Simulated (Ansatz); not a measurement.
HfN (rock salt)

```yaml
crystal:
  lattice:
    - [0.00000, 2.27394, 2.27394]
    - [2.27394, 0.00000, 2.27394]
    - [2.27394, 2.27394, 0.00000]
  atoms:
    - { symbol: N, position: [0.00000, 0.00000, 0.00000] }
    - { symbol: Hf, position: [0.50000, 0.50000, 0.50000] }
```

Scan: atom 1 (N, nearest neighbour Hf at 2.274 Å; its periodic images, 3.2 Å or more away, move with it) is displaced along Cartesian x, direction (1.000, 0.000, 0.000) in Cartesian axes, by s. The other atoms stay.

Level of theory: PBE (plane waves to 420 eV, PAW, scalar-relativistic; Ansatz, an electronic-structure program). k mesh 14×14×14 (Γ-centred), Fermi-Dirac smearing 0.05 eV. Energies are smeared free energies. Left out: 2 of 11 points, with atoms too close for the PAW data. With partly filled bands, energies and forces of such displacements shift with the k mesh and the smearing. HfN is run without spin polarisation. HfN was relaxed with its symmetry unable to fall. Spin-orbit coupling is left out, though Hf is heavy. The zero of ΔE is the undisplaced structure. The last digit holds for this mesh only.

```json
[
 {"s (Å)": "-0.360", "ΔE (meV/cell)": "788.7"},
 {"s (Å)": "-0.270", "ΔE (meV/cell)": "418.5"},
 {"s (Å)": "-0.180", "ΔE (meV/cell)": "withheld"},
 {"s (Å)": "-0.090", "ΔE (meV/cell)": "44.7"},
 {"s (Å)": "0.000", "ΔE (meV/cell)": "0.0"},
 {"s (Å)": "0.090", "ΔE (meV/cell)": "44.7"},
 {"s (Å)": "0.180", "ΔE (meV/cell)": "withheld"},
 {"s (Å)": "0.270", "ΔE (meV/cell)": "418.5"},
 {"s (Å)": "0.360", "ΔE (meV/cell)": "788.7"}
]
```

Fit an even polynomial form (powers 2, 4, 6) to the given rows and predict ΔE at s = -0.180.

Least squares on the 7 given rows: ΔE = (5504)·s² + (1660)·s⁴ + (21840)·s⁶, in meV/cell with s in Å; root-mean-square residual 0.03 meV/cell. At -0.180 the fit gives 180.8 meV/cell; the calculation gives 180.2 meV/cell, so the interpolation is off by 0.6 (+0.3 %). The quadratic term alone would give 178.3 meV/cell.

(A displaced cell: forces are minus the slopes of the energy, force constants its curvatures, and phonons follow from these.)
